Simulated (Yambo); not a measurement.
G0W0@PBEsol for AlP (zinc blende, space group F-43m, No. 216) in Yambo. Reference settings: 4×4×4 Γ-centred k mesh, 148 bands and a 14 Ry block in the screening, 148 bands in G with the Bruneval-Gonze terminator, plasmon pole fitted at 27.2 eV. The PBEsol gap Γ → X on this mesh is 1.45 eV; G0W0 gaps are taken between the same points.

The settings were changed. The gap went from 2.45 eV to 2.33 eV, and the shift of the valence edge from -0.94 eV to -0.67 eV.

Task: What was changed between the two runs?
(A) 47 bands in G
(B) 47 bands in G, no terminator
(C) wavefunctions cut at 25 Ry
(D) no terminator

Result: B, 47 bands in G, no terminator. The others gave (gap, valence shift): no terminator: 2.43, -0.91 eV; 47 bands in G: 2.45, -0.94 eV; wavefunctions cut at 25 Ry: 2.45, -0.94 eV.

Geometry relaxed with PBEsol; primitive cell a = 3.868 Å, b = 3.868 Å, c = 3.868 Å, α = 60.00°, β = 60.00°, γ = 60.00°.

A shift is the quasiparticle energy of the state minus its PBEsol energy.
